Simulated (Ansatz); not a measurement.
The relaxed structure here is a generated cell of Al3Ru2: the first start was made by a random draw of sites in a space group, and the end was not matched to a known phase here, so it may be hypothetical.

One stationary structure of Al₃Ru₂. Space group Im-3m (No. 229). Computed with PBEsol (plane waves to 420 eV, PAW, scalar-relativistic; Ansatz, a program for electronic structure).

```cif
data_Al6Ru4
_chemical_formula_sum 'Al6 Ru4'
_space_group_name_H-M_alt 'P 1'
_space_group_IT_number 1
_cell_length_a 7.92380
_cell_length_b 7.92380
_cell_length_c 7.92380
_cell_angle_alpha 109.471
_cell_angle_beta 109.471
_cell_angle_gamma 109.471
loop_
_space_group_symop_operation_xyz
  'x, y, z'
loop_
_atom_site_label
_atom_site_type_symbol
_atom_site_fract_x
_atom_site_fract_y
_atom_site_fract_z
_atom_site_occupancy
Al1 Al 0.50000 0.25000 0.75000 1
Al2 Al 0.50000 0.75000 0.25000 1
Al3 Al 0.75000 0.50000 0.25000 1
Al4 Al 0.25000 0.50000 0.75000 1
Al5 Al 0.25000 0.75000 0.50000 1
Al6 Al 0.75000 0.25000 0.50000 1
Ru1 Ru 0.00000 0.50000 0.50000 1
Ru2 Ru 0.50000 0.00000 0.50000 1
Ru3 Ru 0.50000 0.50000 0.00000 1
Ru4 Ru 0.00000 0.00000 0.00000 1
```

- Volume per atom = 38.30 Å³
- Band gap = zero (metallic)
- Shortest distances = Al–Ru 2.29 Å; Al–Al 3.23 Å
- k-mesh = 7×7×7

Band energies at high-symmetry points (eV from the Fermi level; labels of this space group; no spin-orbit coupling), from −5 eV up to 1.1 eV:

| point | energies |
|---|---|
| Γ | -4.61 -4.61 -3.49 -3.49 -3.49 -2.55 -2.55 -2.44 -2.44 -2.44 -2.34 -1.04 -1.04 -1.04 -0.98 -0.98 -0.98 -0.79 -0.39 -0.39 -0.05 -0.05 -0.05 0.21 0.21 0.21 0.24 0.24 |
| H | -3.85 -3.63 -3.63 -3.63 -2.78 -2.38 -2.38 -2.37 -2.37 -2.37 -1.05 -1.05 -1.05 -0.97 -0.97 -0.97 -0.64 -0.46 -0.46 -0.05 -0.05 -0.05 0.16 0.16 1.00 1.00 1.00 |
| N | -4.70 -3.78 -3.72 -3.58 -2.44 -2.43 -2.33 -2.28 -1.42 -1.29 -1.19 -1.06 -1.05 -1.04 -1.02 -0.99 -0.68 -0.61 -0.28 -0.14 -0.11 -0.10 -0.06 -0.05 0.01 0.09 0.43 0.85 |
| P | -3.72 -3.72 -3.72 -2.48 -2.24 -2.24 -1.37 -1.37 -1.37 -1.36 -1.36 -1.36 -0.67 -0.67 -0.67 -0.64 -0.64 -0.64 -0.31 -0.16 -0.16 -0.08 -0.08 -0.08 0.26 0.26 0.26 |

No spin polarisation in the result. A magnetic state may lie lower.

The run could not lose the symmetry of its start, so the end can be a saddle point.
